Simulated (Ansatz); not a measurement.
A geometry of HfO2 away from equilibrium: step 11 of the relaxation of a randomly generated symmetric cell of HfO2 (space group No. 132). Method: PBEsol (plane waves to 420 eV, PAW, scalar-relativistic; Ansatz, an electronic-structure program). Γ-centred k-mesh 6×6×6 on the run's cell (coarser than for final values), Fermi–Dirac smearing 0.05 eV.

```xyz
6
Lattice="4.0236 0.0000 0.0000 0.0000 4.0236 0.0000 0.0000 0.0000 5.6237" Properties=species:S:1:pos:R:3:forces:R:3 pbc="T T T" free_energy=-33446.853 pressure_GPa=7.3
Hf     0.0000     0.0000     4.2178    0.0000    0.0000    0.0000
Hf     0.0000     0.0000     1.4059    0.0000    0.0000    0.0000
O      3.0593     3.0593     0.0000    0.0501    0.0501    0.0000
O      0.9643     0.9643     0.0000   -0.0501   -0.0501    0.0000
O      3.0593     0.9643     2.8118    0.0501   -0.0501    0.0000
O      0.9643     3.0593     2.8118   -0.0501    0.0501    0.0000
```

Positions in Å, forces in eV/Å, free energy of the cell in eV (comparable only within this code, potentials and settings). Largest force: 0.07 eV/Å, on O3, O4, O5, O6 (atoms numbered as listed); the geometry lies 0.05 eV/atom above the end of its relaxation.

No spin polarisation in the result.

The run could not lower the symmetry of its start; a shaken copy of this end point relaxes with PBEsol to P2₁/m (No. 11), 0.806 eV/atom lower.

The end of the path is a generated cell of HfO2: the first start was made by a random draw of sites in a space group, and the end was not matched to a known phase here, so it may be hypothetical. Known forms of HfO2 include space group No. 14, 29, 137, 225.
